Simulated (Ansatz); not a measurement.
ZnS:
```
ZnS
1.0
   -1.78244     1.78244     2.52017
    1.78244    -1.78244     2.52017
    1.78244     1.78244    -2.52017
Zn S
1 1
Direct
  0.00000   0.00000   0.00000
  0.50000   0.50000   0.00000
```

Relaxed with r²SCAN+D4.

**Question.** Map the electron localisation function on the plane through (0.000, 0.000, 0.000) spanned by u = [1, 0, 0] and v = [0, 1, 0] in lattice vectors, from the program Ansatz at the r²SCAN+D4 level (PAW).

**Answer.** x is the fraction of u, y of v (the angle between them is 90°; rows are the nearest grid lines); atoms in the plane: Zn at (0.00, 0.00), S at (0.50, 0.50).
```
|0000111110111110000|
|0000111111111110000|
|0001112344432111000|
|0011124677765211100|
|1111258999998521111|
|1112589999999852111|
|1124899988899985211|
|1136999743479996311|
|1147998400048997411|
|0147998300038997410|
|1147998400048997411|
|1136999743479996311|
|1125899988899984211|
|1112589999999852111|
|1111258999998521111|
|0011125677764211100|
|0001112344432111000|
|0000111111111110000|
|0000111110111110000|
```
Scale: ten equal steps from 0.000 (start of '0') to 0.870 (end of '9'), in the order '0123456789'; x runs from 0.000 to 1.00, y from 0.000 (bottom) to 1.00 (top).

The density is the valence pseudo-density with augmentation charge, so density and ELF within about 1 Å of a nucleus are not all-electron values.

Space group Fm-3m (rock salt). This is a known high-pressure phase of the composition, computed here at zero pressure and temperature. Symmetry was held in the r²SCAN+D4 relaxation; its stability against distortions is not shown here.

Potentials: the earlier of the program's two PAW sets.
